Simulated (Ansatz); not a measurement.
This guess for AlV₅N₆ is about to be relaxed.

```
Al V N
1.0
     3.25757    0.00000    0.00000
     0.00000    4.60690    0.00000
     0.00000    0.00000    9.77271
Al V N
1 5 6
Direct
  0.50000 0.50000 0.00000
  0.00000 0.00000 0.83333
  0.00000 0.00000 0.16667
  0.50000 0.50000 0.33333
  0.00000 0.00000 0.50000
  0.50000 0.50000 0.66667
  0.00000 0.50000 0.83333
  0.50000 0.00000 0.00000
  0.00000 0.50000 0.16667
  0.50000 0.00000 0.33333
  0.00000 0.50000 0.50000
  0.50000 0.00000 0.66667
```

These are results of DFT PBE, scalar-relativistic, plane waves, PAW (Ansatz 0.2.0), not measurements. Cutoff 420 eV, Gaussian smearing, Γ-centred meshes. Cell and atoms relax first on a coarse mesh and then on a finer one. In between, the cell is made exact in the group found at 0.06 Å. In metals the finer mesh still leaves noise of several meV/atom or more. The steps can't lower the symmetry of their start, moments included. Collinear spin, starting moments 0 -2 2 2 -2 -2 0 0 0 0 0 0 μB in the order of the atoms.

A guess keeps its type if space group and coordination stay and the shape of the cell changes little (axis ratios within about 15 %, angles within 6°); the volume may change.

Task: Does this structure survive the relaxation?

Result: It keeps its type. The symmetry stays Pmmm (No. 47). The volume per atom shrinks by 28.8 %, from 12.2 to 8.7 Å³. The shortest distance goes from 2.30 Å (Al–N and V–N) to 2.00 Å (Al–N). Counting neighbours within 15 % of an atom's shortest distance, the start has Al 6, N 6, V 6 and the end Al 6, N 6, V 6.

Energies over the elements count from the elements' standard structures at the same level (N₂ as a molecule), with no fitted energy shifts.

Task: At what energy does it end?

Result: −0.98 eV/atom. It lies below the elements, which doesn't yet make it stable against other compounds or structures.

The last run used collinear spin, a 14×10×4 mesh (in the run's order of axes) for its 12-atom cell and Gaussian smearing of 0.10 eV. Another magnetic order may lie lower. A structure relaxed within its symmetry needn't be a true minimum.
